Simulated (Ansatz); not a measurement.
SrO (rock salt, Fm-3m), DFT-PBE in the program Ansatz with PAW potentials: ε∞ = 3.79, cell volume 35.05 Å³. Infrared-active transverse modes:

```
ω_TO (cm⁻¹)  oscillator strength S_xx (e²/amu)
-----------  ---------------------------------
189.4                                   0.4389
```

Compute the static dielectric constant.

Each mode adds (4.921e7/V) S/ω²: 17.18. So ε0 = 21.0.

What LO frequency does the Lyddane–Sachs–Teller relation give?

ω_LO = ω_TO √(ε0/ε∞) = 446 cm⁻¹.

Symmetry was held in the PBE relaxation; phonons on a q-mesh show no instability. Spin–orbit coupling is left out wherever it is not named.

Potentials: the later of the program's two PAW sets.
